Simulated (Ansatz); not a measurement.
Al:
```
Al
1.0
    0.00000     1.99601     1.99601
    1.99601     0.00000     1.99601
    1.99601     1.99601     0.00000
Al
1
Cartesian
  0.00000   0.00000   0.00000
```

Relaxed with r²SCAN. Special points in fractions of this cell's reciprocal vectors: Γ (0.000, 0.000, 0.000); X (0.500, 0.000, 0.500); U (0.625, 0.250, 0.625); K (0.375, 0.375, 0.750); L (0.500, 0.500, 0.500); W (0.500, 0.250, 0.750).

Problem. List the band energies nearest the Fermi level at these points for r²SCAN in the plane-wave PAW code Ansatz.

Solution. In eV from the Fermi level; about four levels below and three above (degenerate sets whole), none deeper than 8.9 eV; … stands for higher levels left out; points with the same levels are listed once.

```tsv
k	below	above
Γ	–	…
X	-3.26 -1.67	5.47 …
U	-2.13 -1.61 -0.20	…
L	-5.16 -4.58	…
W	-1.00 -1.00 -0.04	…
```

Space group Fm-3m (fcc (Cu type)). The cell was relaxed with r²SCAN under the symmetry of its start.

Potentials: the later of the program's two PAW sets.
